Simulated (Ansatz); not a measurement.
Sn:
```xyz
1
Lattice="3.2732 0.0000 0.0000 -1.6366 2.8347 0.0000 0.0000 0.0000 3.0557" Properties=species:S:1:pos:R:3 pbc="T T T"
Sn     0.0000     0.0000     0.0000
```

Relaxed with PBE. Special points in fractions of this cell's reciprocal vectors: Γ (0.000, 0.000, 0.000); M (0.500, 0.000, 0.000); K (0.333, 0.333, 0.000); A (0.000, 0.000, 0.500); L (0.500, 0.000, 0.500); H (0.333, 0.333, 0.500).

Q: List the band energies nearest the Fermi level at these points for DFT-PBE in the program Ansatz with PAW potentials.

A: In eV from the Fermi level; about four levels below and three above (degenerate sets whole), none deeper than 8.9 eV; … stands for higher levels left out; points with the same levels are listed once.

```csv
k,below,above
Γ,–,5.38 6.73 6.73
M,-6.93 -4.41,3.24 6.83 …
K,-6.13 -2.65 -2.65,9.50 …
A,-7.76 -4.65,9.46 9.46 …
L,-3.56 -1.98 -1.55,3.13 …
H,-2.64 -0.92 -0.16 -0.16,…
```

Space group P6/mmm (simple hexagonal). The start of the workflow was typed in or built on a structure type; neither database checked (COD, Materials Project) lists it. It is not the phase usual at ambient conditions (space group No. 141). The PBE relaxation kept the symmetry of its start; whether a distortion lowers the energy is not shown. Scalar-relativistic: spin–orbit coupling is off unless named, which matters more the heavier the elements.

Potentials: the earlier of the program's two PAW sets.
